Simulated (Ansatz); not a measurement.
LaFeAsO:
Space group P4/nmm, origin choice 1 (No. 129); a = 3.9649 Å, b = 3.9649 Å, c = 8.4821 Å, α = 90.00°, β = 90.00°, γ = 90.00°

```json
[
 {"atom": "La", "site": "2c", "symmetry": "4mm", "x": "0.0000", "y": "0.5000", "z": "0.1469"},
 {"atom": "Fe", "site": "2b", "symmetry": "-4m2", "x": "0.5000", "y": "0.5000", "z": "0.5000"},
 {"atom": "As", "site": "2c", "symmetry": "4mm", "x": "0.5000", "y": "0.0000", "z": "0.3610"},
 {"atom": "O", "site": "2a", "symmetry": "-4m2", "x": "0.0000", "y": "0.0000", "z": "0.0000"}
]
```

Relaxed at zero pressure with DFT-PBEsol in the program Ansatz with PAW potentials.

Problem. The volume is raised by 9 % and shape and atoms relax at that volume. What pressure results, and how do the axes share the change?

Solution. -7.1 GPa; a 1.9 %, b 1.9 %, c 5.0 %; the energy rises by 36 meV/atom.

Problem. Give the new structure.

Solution. 
Space group P4/nmm, origin choice 1 (No. 129); a = b = 4.0393 Å, c = 8.9078 Å, α = β = γ = 90.00°

| atom | site | symmetry | x | y | z |
|---|---|---|---|---|---|
| La | 2c | 4mm | 0.0000 | 0.5000 | 0.1407 |
| Fe | 2b | -4m2 | 0.5000 | 0.5000 | 0.5000 |
| As | 2c | 4mm | 0.5000 | 0.0000 | 0.3678 |
| O | 2a | -4m2 | 0.0000 | 0.0000 | 0.0000 |

The phase is kept; no other phase was compared at this pressure.

The workflow started from a Materials Project entry (that database holds measured and hypothetical structures alike); the Crystallography Open Database files this formula in space group No. 129, but the cells were not matched. Its standing as an ambient phase is unchecked. The cell was relaxed with PBEsol under the symmetry of its start; its stability against distortions is not shown here. The workflow began spin-polarised and lost its moments. No Hubbard U is applied. Spin–orbit coupling is left out wherever it is not named.

Potentials: the later of the program's two PAW sets.
